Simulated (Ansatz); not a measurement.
Kick test of a cell of Be5Te2

The cell was found from a proposed guess, not taken from experiment.

The calculation used DFT PBE, scalar-relativistic, plane waves, PAW in Ansatz 0.2.0. Settings: cutoff 420 eV, Γ-centred mesh 12×12×4 on the computed 7-atom cell, Gaussian smearing of 0.10 eV; no spin polarisation.

The cell below (7 atoms, space group P3m1 (No. 156)) is relaxed within its symmetry.

```
Be Te
1.0
     3.83177    0.00000    0.00000
    -1.91589    3.31841    0.00000
     0.00000    0.00000    9.15174
Be Te
5 2
Direct
  0.00000 0.00000 0.00047
  0.00000 0.00000 0.76124
  0.66667 0.33333 0.95159
  0.33333 0.66667 0.99731
  0.66667 0.33333 0.37812
  0.33333 0.66667 0.28200
  0.66667 0.33333 0.64928
```

For the test it was strained at random (σ = 1.5 % a component), the atoms were moved at random (σ = 0.15 Å), and all was relaxed again on a coarse 6×6×4 mesh (in the run’s order of axes) with 0.20 eV smearing, with no symmetry imposed.

Spin–orbit coupling, which can matter for Te, is left out.

Task: Is the structure stable against such a distortion?

Result: It doesn't return. The energy falls by 103 meV/atom on that mesh, the volume changes by -3.1 %, and the end has space group R3 (No. 146) at a loose tolerance. Relaxed again on a 12×12×12 mesh with 0.10 eV smearing, the new structure lies 99 meV/atom below the first (mesh in the axes of the run's cell; the cell below is made exact in the group named). Space group R3 (No. 146), trigonal, a = 3.883 Å, c = 25.924 Å. Be on a site of symmetry 1 is surrounded by 7 Be at 2.23–2.30 Å and 1 Te at 2.74 Å; Be on a site of symmetry 3 is surrounded by 3 Be at 2.30 Å and 3 Te at 2.45 Å; Be on a second site of symmetry 3 has 4 Te at 2.41–2.45 Å, 3 Be at 3.56 Å and 12 Be at 3.88–4.20 Å; around Te on its first site lie 3 Be at 2.41 Å and 3 Be at 2.74 Å; 1 more site not described.

```cif
data_structure
_symmetry_space_group_name_H-M 'P 1'
_symmetry_Int_Tables_number 1
_cell_length_a 8.9274
_cell_length_b 8.9274
_cell_length_c 8.9274
_cell_angle_alpha 25.123
_cell_angle_beta 25.123
_cell_angle_gamma 25.123
_cell_volume 112.85
loop_
_atom_site_label
_atom_site_type_symbol
_atom_site_fract_x
_atom_site_fract_y
_atom_site_fract_z
_atom_site_occupancy
Be1 Be 0.90285 0.23289 0.56565 1
Be2 Be 0.16034 0.16034 0.16034 1
Be3 Be 0.56565 0.90285 0.23289 1
Be4 Be 0.23289 0.56565 0.90285 1
Be5 Be 0.69477 0.69477 0.69477 1
Te1 Te 0.32725 0.32725 0.32725 1
Te2 Te 0.78914 0.78914 0.78914 1
```
